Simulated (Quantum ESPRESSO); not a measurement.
## Band energies of K2Te

```
CELL_PARAMETERS angstrom
      0.00000     3.96092     3.96092
      3.96092     0.00000     3.96092
      3.96092     3.96092     0.00000
ATOMIC_POSITIONS crystal
  K  0.75000 0.75000 0.75000
  K  0.25000 0.25000 0.25000
  Te 0.00000 0.00000 0.00000
```

norm-conserving LDA (Quantum ESPRESSO, 82 Ry, without SOC); path ΓXWKΓLUWLK,UX; energies in eV from the valence-band maximum.

| k (1/Å) | point | band 13 | band 14 | band 15 | band 16 | band 17 | band 18 | band 19 | band 20 |
|---|---|---|---|---|---|---|---|---|---|
| 0.00 | Γ | -12.67 | -8.70 | -0.10 | -0.10 | -0.10 | 2.15 | 4.87 | 4.87 |
| 0.23 |  | -12.66 | -8.65 | -0.37 | -0.08 | -0.08 | 2.74 | 4.66 | 5.01 |
| 0.57 |  | -12.65 | -8.51 | -0.83 | -0.02 | -0.02 | 3.25 | 4.61 | 5.33 |
| 0.79 | X | -12.62 | -8.46 | -0.91 | -0.01 | -0.01 | 2.98 | 4.27 | 5.92 |
| 1.19 | W | -12.63 | -8.46 | -0.49 | -0.49 | -0.04 | 3.29 | 5.08 | 5.08 |
| 1.47 | K | -12.63 | -8.47 | -0.69 | -0.30 | 0.00 | 3.28 | 4.62 | 5.83 |
| 1.58 |  | -12.63 | -8.48 | -0.53 | -0.46 | 0.00 | 3.51 | 4.72 | 5.45 |
| 1.79 |  | -12.65 | -8.53 | -0.63 | -0.23 | -0.02 | 3.88 | 4.59 | 4.95 |
| 2.10 |  | -12.66 | -8.66 | -0.34 | -0.09 | -0.08 | 2.66 | 4.81 | 4.90 |
| 2.31 | Γ | -12.67 | -8.70 | -0.10 | -0.10 | -0.10 | 2.15 | 4.87 | 4.87 |
| 2.41 |  | -12.67 | -8.69 | -0.17 | -0.10 | -0.10 | 2.27 | 4.87 | 4.87 |
| 2.61 |  | -12.69 | -8.63 | -0.48 | -0.07 | -0.07 | 3.02 | 4.87 | 4.87 |
| 2.90 |  | -12.73 | -8.52 | -0.79 | -0.02 | -0.02 | 3.97 | 4.78 | 4.96 |
| 3.00 | L | -12.74 | -8.52 | -0.81 | -0.01 | -0.01 | 4.08 | 4.63 | 4.97 |
| 3.10 |  | -12.71 | -8.51 | -0.79 | -0.05 | -0.01 | 4.17 | 4.36 | 5.01 |
| 3.39 |  | -12.64 | -8.48 | -0.63 | -0.36 | 0.00 | 3.44 | 4.70 | 5.56 |
| 3.48 | U | -12.63 | -8.47 | -0.69 | -0.30 | 0.00 | 3.28 | 4.62 | 5.83 |
| 3.76 | W | -12.63 | -8.46 | -0.49 | -0.49 | -0.04 | 3.29 | 5.08 | 5.08 |
| 3.95 |  | -12.65 | -8.48 | -0.59 | -0.39 | -0.02 | 3.48 | 4.88 | 5.22 |
| 4.23 |  | -12.72 | -8.51 | -0.79 | -0.05 | -0.01 | 4.16 | 4.37 | 5.00 |
| 4.33 | L | -12.74 | -8.52 | -0.81 | -0.01 | -0.01 | 4.08 | 4.63 | 4.97 |
| 4.49 |  | -12.69 | -8.51 | -0.76 | -0.12 | -0.01 | 4.11 | 4.31 | 5.08 |
| 4.65 |  | -12.65 | -8.48 | -0.65 | -0.32 | 0.00 | 3.59 | 4.69 | 5.39 |
| 4.81 | K | -12.63 | -8.47 | -0.69 | -0.30 | 0.00 | 3.28 | 4.62 | 5.83 |
| 4.81 | U | -12.63 | -8.47 | -0.69 | -0.30 | 0.00 | 3.28 | 4.62 | 5.83 |
| 5.09 | X | -12.62 | -8.46 | -0.91 | -0.01 | -0.01 | 2.98 | 4.27 | 5.92 |

The LDA gap is indirect, 2.15 eV, from 13 % of the way from K to Γ to Γ; the smallest direct gap is 2.25 eV. Another valence extremum on the path lies within 0.02 eV, too close to call.

Without spin-orbit coupling, band edges of such heavy elements can be off by tenths of an eV.

Geometry relaxed with LDA.
